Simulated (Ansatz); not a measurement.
Data:

Ca4Bi2O:
```xyz
7
Lattice="-2.3673 2.3673 8.2582 2.3673 -2.3673 8.2582 2.3673 2.3673 -8.2582" Properties=species:S:1:pos:R:3 pbc="T T T"
Ca     0.0000     0.0000     5.5638
Ca     0.0000     0.0000    10.9526
Ca     0.0000     2.3673     0.0000
Ca     2.3673     0.0000     0.0000
Bi     0.0000     0.0000     2.3199
Bi     0.0000     0.0000    14.1965
O      0.0000     0.0000     8.2582
```

This is the r²SCAN-relaxed structure. Cartesian axes are those of the cell as given.

All from r²SCAN (plane waves, PAW; program Ansatz), unless another level is named. Give the hole effective mass with spin–orbit coupling.

0.12, 0.13, 0.60 mₑ (principal values).

Next, the hole effective mass, band 1 of 2 at the edge?

0.62 along x, 0.71 along z (mₑ).

Give the HSE06 gap on the r²SCAN cell.

1.45 eV.

Give the electron effective mass.

0.17, 0.17, 1.1 mₑ (principal values).

And the conduction-band minimum?

at M.

Space group I4/mmm. The workflow started from a Materials Project entry (that database holds measured and hypothetical structures alike); the Crystallography Open Database copy checked does not list it. Its standing as an ambient phase is unchecked. Symmetry was held in the r²SCAN relaxation; its stability against distortions is not shown here. Spin–orbit coupling is left out wherever it is not named.

Potentials: the later of the program's two PAW sets.
